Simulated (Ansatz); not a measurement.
Monolayer C (graphene, P6/mmm in the vacuum cell, 2 atoms) under equal strain ε along x and y, atoms relaxed, DFT-r²SCAN+D4 in the program Ansatz with PAW potentials. Strained cells keep size and symmetry, so buckling is not allowed; words on stability below refer to the unstrained layer.

```tsv
ε (%)	tension xx (N/m)
-4	-21.08
-2	-9.54
0	0.00
2	?
4	14.30
```

Problem. Fit the shown tensions and predict the withheld one.

Solution. A parabola gives σ = 0.07 + 441.7ε + (-2153)ε² N/m, whose slope estimates C11 + C12. At ε = 0.02 that is 8.04 N/m. The run itself gave 7.87 N/m.

A layer that has been made, often on a substrate. It is flat by the symmetry kept. Symmetry was held in the r²SCAN+D4 relaxation; its stability against distortions is not shown here.

Potentials: the later of the program's two PAW sets.
